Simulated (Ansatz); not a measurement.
Here is the system:

Starting cell, Sn (diamond):

```
Sn
1.0
    0.00000     3.32768     3.32768
    3.32768     0.00000     3.32768
    3.32768     3.32768     0.00000
Sn
2
Cartesian
  1.66384   1.66384   1.66384
  0.00000   0.00000   0.00000
```

A phonon eigenvector at Γ is frozen into this cell: atom i moves by Q times the vector below, so Q is the largest atomic displacement, in Å. The cell is held. It is one choice among 3 degenerate patterns.

```json
[
 {"atom": "Sn1", "x": "0.000", "y": "0.000", "z": "-1.000"},
 {"atom": "Sn2", "x": "0.000", "y": "0.000", "z": "1.000"}
]
```

The numbers are results of PBE (plane waves to 420 eV, PAW, scalar-relativistic; Ansatz, a program for electronic structure), not measurements. k mesh 12×12×12 (Γ-centred), Fermi-Dirac smearing 0.05 eV. Energies are smeared free energies. With partly filled bands, energies and forces of such displacements shift with the k mesh and the smearing. Sn was relaxed with its symmetry unable to fall. The relaxed volume of Sn is well above the measured one; the method has no dispersion term. ΔE is measured from the undisplaced structure.

The scan covers Q from -0.100 to 0.100 Å in 13 points.

Task: Which space group does the distorted structure have?

Result: Imma (No. 74), lowered from Fd-3m.

Task: Is the energy the same for equal positive and negative displacements?

Result: Even: the same for both signs.

Task: What is the energy change at Q = 0.100 Å?

Result: 132 meV/cell.

Task: What harmonic wavenumber does the curvature at Q = 0 give?

Result: 171 cm⁻¹.

(A displaced cell: forces are minus the slopes of the energy, force constants its curvatures, and phonons follow from these.)
